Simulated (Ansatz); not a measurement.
Mg: frozen-core PAW against all-electron methods

```yaml
crystal:
  lattice:
    - [3.20927, 0.00000, 0.00000]
    - [-1.60464, 2.77931, 0.00000]
    - [0.00000, 0.00000, 5.31454]
  atoms:
    - { symbol: Mg, position: [0.33333, 0.66667, 0.25000] }
    - { symbol: Mg, position: [0.66667, 0.33333, 0.75000] }
```

Atom numbers follow the list: Mg1, Mg2.

The cell is COD entry 9008506, as deposited and not checked against the literature; nothing was relaxed. The listed cell was then made from it by scaling, straining or moving an atom.

Methods: DFT, LDA, PAW with Ansatz's default frozen-core files, scalar-relativistic (Ansatz 0.2.0); DFT, LDA, all-electron PAW with datasets made for the crystal, scalar-relativistic (Ansatz 0.2.0); DFT, LDA, all-electron LAPW, scalar-relativistic (Ansatz 0.2.0).

For PAW: a Γ-centred 12×12×7 k mesh, Fermi–Dirac smearing of 0.05 eV, cutoff 420 eV, no spin polarisation; the PAW files were made with PBE, and the program remakes their frozen cores for this functional. The crystal-made all-electron datasets (AE datasets) take a cutoff of 100 eV at this cell. LAPW targets a basis error of 1 meV/atom. The Ansatz runs share mesh, smearing and spin set-up. Plane-wave (PAW) pressures include the program's estimate of the Pulay term.

Stress and pressure are positive in compression.

```json
{"quantity": "pressure (GPa)", "PAW": "-3.05", "AE datasets": "-3.03", "LAPW": "-3.03"}
{"quantity": "stress xx (GPa)", "PAW": "-2.42", "AE datasets": "-2.40", "LAPW": "-2.39"}
{"quantity": "stress zz (GPa)", "PAW": "-4.32", "AE datasets": "-4.29", "LAPW": "-4.29"}
```

PAW's pressure differs from the LAPW value by -0.03 GPa. Datasets made for the crystal and LAPW share parts of one code, so their agreement isn't an independent check.
